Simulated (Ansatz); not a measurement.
An Ansatz (a first-principles code) run. Input:

Ansatz 0.2 input:
```yaml
crystal:
  lattice:
    - [3.3696489521, 0.0, 0.0]
    - [0.0, 3.3696489521, 0.0]
    - [0.0, 0.0, 3.3696489521]
  atoms:
    - { symbol: Sc, position: [0.5, 0.5, 0.5] }
    - { symbol: Al, position: [0.0, 0.0, 0.0] }
kpoints:
  mp_grid: { grid: [25, 25, 25] }
hamiltonian:
  xc: r2scan
  pseudopotentials: { kind: paw }
scf:
  occupations: { method: fermi_dirac, width: 0.1 }
elastic: { mode: relaxed_ion, stencil: two_point, amplitude: 0.005, f_tol: 0.0005 }
```

Output (shortened):

```
Pseudopotential: Sc, paw, valence charge 11
Pseudopotential: Al, paw, valence charge 3
Functional definition: r2SCAN
Crystal: 2 atoms, lattice volume = 38.261 Å³
Basis set: ecut = 500 eV, 949 PW (Γ), exchange–correlation on 100×100×100 points (64 copies of the dense FFT grid, shifted against one another)
Bands: 11, of which v1, the nominal top of the filled ones, is band 7 counted from 1 (6 counted from 0)
Symmetry: 48 space group operations
Space group: Pm-3m (ITA 221), of the structure as read, at distance tolerance 3.4e-5 Å
k-points: 455 of 15625
SCF 1 converged in 10 iterations: F = -2681.977589 eV  dr2 = 9.00e-15
Crystal: 2 atoms, lattice volume = 38.261 Å³
SCF 2 converged in 2 iterations: F = -2681.977589 eV  dr2 = 1.67e-15
Crystal: 2 atoms, lattice volume = 38.069 Å³
Symmetry: 16 space group operations
k-points: 1183 of 15625
SCF 3 converged in 9 iterations: F = -2681.977167 eV  dr2 = 1.34e-14
Crystal: 2 atoms, lattice volume = 38.452 Å³
Basis set: ecut = 500 eV, 957 PW (Γ), exchange–correlation on 100×100×100 points (64 copies of the dense FFT grid, shifted against one another)
SCF 4 converged in 7 iterations: F = -2681.977417 eV  dr2 = 5.44e-14
Crystal: 2 atoms, lattice volume = 38.261 Å³
Symmetry: 8 space group operations
k-points: 2197 of 15625
SCF 5 converged in 8 iterations: F = -2681.977294 eV  dr2 = 6.88e-14
Crystal: 2 atoms, lattice volume = 38.261 Å³
SCF 6 converged in 6 iterations: F = -2681.977294 eV  dr2 = 1.52e-14
SCF converged after 2 iterations
Free energy (F): -2681.977589 eV
Harris-Foulkes:  -2681.977589 eV  (|F-HF|=4.55e-13)
Internal energy: -2681.950630 eV  (E = F + TS)
E sigma→0 (E₀):  -2681.964109 eV
Entropy (-TS):   -0.026959 eV (-13.479 meV/atom)
Fermi energy:    9.726780 eV
--- Per-component energies (eV) ---
  E_band       = -162.958743
  E_kinetic    = 284.962570
  E_local      = -913.110867  (includes V_loc(G=0)·N_el)
  E_nonlocal   = 91.781302
  E_hartree    = 330.841441
  E_xc         = -137.455464
  E_vxc        = -173.298147  (∫ρ·V_xc dr)
  E_paw        = -1437.474574  (= ΣΔE_a)
  E_vpaw       = -125.384490  (= ΣTr[D̂ρ^β])
  E_aug_tail   = 0.000004  (compensation charges beyond the density's cutoff)
  E_vtau       = 10.408001  (kinetic-family band-sum trace: ∫τ·v_τ [+ j·A + Jᵃ·Aᵃ] dr)
  E_ewald      = -901.196443
  E_core_change = -0.298600  (= ΣΔE_core)
  E_smearing   = -0.026959  (= −TS)
  E_closure    = 0.000000  (closes the sum)
  Σ components = -2681.977589   (vs F -2681.977589, Δ=0.00e0)
--- Forces (eV/Å), atoms counted from 1 ---
  atom   1  Sc     0.00000000     0.00000000     0.00000000
  atom   2  Al     0.00000000     0.00000000     0.00000000
  max |Σ_I F_I| component: 0.0 eV/Å
--- Stress (GPa, compression-positive) ---
        0.100824       0.000000       0.000000
        0.000000       0.100824       0.000000
        0.000000       0.000000       0.100824
  P = ⅓ Tr σ = 0.1008 GPa (1.008 kbar)
--- Band table (eV; the first three rows and the last of 455) ---
  k-point 0: bands = ["-41.9141", "-19.5063", "-19.5063", "-19.5063", "0.6840", "9.0126", "9.0126", "12.6663", "12.6663", "12.6663", "13.5891"]
  k-point 1: bands = ["-41.9139", "-19.5094", "-19.5061", "-19.5061", "0.7081", "8.9862", "9.0254", "12.5557", "12.5557", "12.6699", "13.5164"]
  k-point 2: bands = ["-41.9132", "-19.5181", "-19.5053", "-19.5053", "0.7803", "8.9010", "9.0635", "12.3206", "12.3206", "12.6805", "13.3346"]
  k-point 454: bands = ["-41.8698", "-19.6398", "-19.6397", "-19.6397", "6.8994", "6.9834", "6.9834", "9.5082", "12.5506", "12.5627", "12.5627"]
--- Elastic constants: 2 strain directions × 2 members + reference (group order 48) ---
  dense FFT box of the reference and of every strained cell: 25×25×25
  strains applied: 11, 23; error gains: componentwise 1.00 (the most a stress slope's error grows in a printed constant), spectral 1.73 (1 for all six strains …
  C = ∂σ_k/∂η_j (tension-positive GPa; Voigt order 11 22 33 23 13 12):
        99.229     72.543     72.543      0.000      0.000      0.000
        72.543     99.229     72.543      0.000      0.000      0.000
        72.543     72.543     99.229      0.000      0.000      0.000
         0.000      0.000      0.000     98.676      0.000      0.000
         0.000      0.000      0.000      0.000     98.676      0.000
         0.000      0.000      0.000      0.000      0.000     98.676
  reference stress σ⁰ (GPa):     -0.101     -0.101     -0.101      0.000      0.000      0.000
  moduli (Voigt/Reuss/Hill, GPa): K = 81.44/81.44/81.44   G = 64.54/27.73/46.14   E = 116.43   ν = 0.262
  mechanically stable: yes (min eigenvalue of sym C = 26.69 GPa)
  strain η (Voigt 11):  stress-route row diagonal C_11 = 99.23 GPa, energy-path curvature d²(F+E_count+ΔE)/dδ²/Ω₀ = 99.22 GPa
         δ    σ_11 (GPa)             F (eV)   n_scf  n_hpsi   n_pw
    -5.000e-3      -0.6071       -2681.9771674       9  274694    982   relax 0 steps, max|allowed force component| 0.0 eV/Å
     5.000e-3       0.3852       -2681.9774167       7  239251    992   relax 0 steps, max|allowed force component| 0.0 eV/Å
  strain η (Voigt 23):  stress-route row diagonal C_44 = 98.68 GPa, energy-path curvature d²(F+E_count+ΔE)/dδ²/Ω₀ = 98.73 GPa
         δ    σ_23 (GPa)             F (eV)   n_scf  n_hpsi   n_pw
    -5.000e-3      -0.4934       -2681.9772936       8  481127    988   relax 0 steps, max|allowed force component| 0.0 eV/Å
     5.000e-3       0.4934       -2681.9772936       6  422444    988   relax 0 steps, max|allowed force component| 0.0 eV/Å
```

Cost: around 8 core-minutes (rough) on shared cores.

The first step of the workflow began from a Materials Project structure, measured or hypothetical; the Crystallography Open Database copy checked does not list it. With Sc and Al taken as one species the cell has the higher symmetry Im-3m, so it may be an ordered model of a mixed-site phase. Its standing as an ambient phase is unchecked. Symmetry was held in the r²SCAN relaxation; of distortions, only those at the zone centre were tested. The run is not spin-polarised. As this level gives no gap, shear constants depend on the k-mesh and smearing (Fermi–Dirac, 0.1 eV here).

Potentials: the later of the program's two PAW sets.

Ansatz is a plane-wave DFT program.
